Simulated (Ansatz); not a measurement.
NbGa₃:
```
NbGa3
1.0
   -1.88648     1.88648     4.33900
    1.88648    -1.88648     4.33900
    1.88648     1.88648    -4.33900
Ga Nb
3 1
Direct
  0.50000   0.50000   0.00000
  0.75000   0.25000   0.50000
  0.25000   0.75000   0.50000
  0.00000   0.00000   0.00000
```

Relaxed with PBEsol. Special points in fractions of this cell's reciprocal vectors: Γ (0.000, 0.000, 0.000); X (0.000, 0.000, 0.500); P (0.250, 0.250, 0.250); N (0.000, 0.500, 0.000); M (0.500, 0.500, -0.500); S (0.297, 0.703, -0.297); S0 (-0.297, 0.297, 0.297); R (-0.095, 0.095, 0.500); G (0.500, 0.500, -0.095).

List the band energies nearest the Fermi level at these points for plane-wave PAW PBEsol (Ansatz code).

In eV from the Fermi level; about four levels below and three above (degenerate sets whole), none deeper than 8.9 eV; points with the same levels are listed once.

```
k                    below           above
-  -----------------------  --------------
Γ  -2.73 -2.39 -2.39 -0.20  0.38 1.71 1.71
X  -4.63 -3.39 -3.23 -2.38  1.42 1.82 2.12
P  -5.28 -2.83 -2.83 -2.21  0.80 1.42 2.25
N  -4.43 -2.56 -1.53 -0.47  1.21 2.32 2.51
M  -3.45 -1.64 -1.64 -1.13  0.06 0.06 0.41
S  -2.50 -2.04 -1.62 -0.32  0.77 1.05 2.07
R  -4.23 -3.29 -2.68 -2.23  0.90 1.80 2.08
```

Space group I4/mmm. The workflow started from an entry of the Crystallography Open Database (COD, 293 K). Its standing as an ambient phase is unchecked. The PBEsol relaxation kept the symmetry of its start; its stability against distortions is not shown here. The run is not spin-polarised. Scalar-relativistic: spin–orbit coupling is off unless named, which matters more the heavier the elements.

Potentials: the later of the program's two PAW sets.
